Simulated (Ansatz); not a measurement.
Relaxed MgO (rock salt):

```
CELL_PARAMETERS angstrom
      0.00000     4.25375     4.25375
      2.12687     0.00000     2.12687
      2.12687     2.12687     0.00000
ATOMIC_POSITIONS crystal
  O  0.00000 0.00000 0.00000
  O  0.50000 0.00000 0.00000
  Mg 0.25000 0.50000 0.50000
  Mg 0.75000 0.50000 0.50000
```

In this cell atom 3 (Mg, nearest neighbour O at 2.127 Å; its periodic images, 3.0 Å or more away, move with it) is moved by u·(1.000, 0.000, 0.000) + v·(0.000, 0.000, 1.000); the rest is frozen.

Computed with PBE (plane waves to 420 eV, PAW, scalar-relativistic; Ansatz, a program for electronic structure). k mesh 11×11×11 (Γ-centred), Fermi-Dirac smearing 0.05 eV. E stands for the smeared free energy. Fu and Fv are the components of the force on the atom. MgO was relaxed with its symmetry unable to fall. The zero of ΔE is the undisplaced structure. Axes are in Å.

ΔE (meV/cell), with u across and v down:

```csv
v \ u,-0.530,-0.353,-0.177,0.000,0.177,0.353,0.530
-0.530,1904,1588,1719,1990,2309,2778,3712
-0.353,1588,767,574,672,967,1556,2778
-0.177,1719,574,173,141,370,967,2309
0.000,1990,672,141,0,141,672,1990
0.177,2309,967,370,141,173,574,1719
0.353,2778,1556,967,672,574,767,1588
0.530,3712,2778,2309,1990,1719,1588,1904
```

Fu (eV/Å), with u across and v down:

```
v \ u   -0.530  -0.353  -0.177  0.000  0.177  0.353   0.530
------  ------  ------  ------  -----  -----  -----  ------
-0.530    4.01    0.12   -1.32  -1.67  -2.04  -3.56   -7.57
-0.353    7.56    2.41    0.08  -1.11  -2.31  -4.66   -9.83
-0.177    9.90    3.85    1.02  -0.56  -2.13  -4.96  -11.00
0.000    11.06    4.68    1.69   0.00  -1.69  -4.68  -11.06
0.177    11.00    4.96    2.13   0.56  -1.02  -3.85   -9.90
0.353     9.83    4.66    2.31   1.11  -0.08  -2.41   -7.56
0.530     7.57    3.56    2.04   1.67   1.32  -0.12   -4.01
```

Key numbers:

| Item | Result |
|---|---|
| Lowest place on the grid | u = 0.000 Å, v = 0.000 Å (0 meV/cell) |
| Highest place on the grid, met at several equal points | u = 0.530 Å, v = -0.530 Å; u = -0.530 Å, v = 0.530 Å (3712 meV/cell) |

(For displaced atoms, the force is minus the slope of the energy, and its curvature is a force constant, which sets phonon frequencies.)
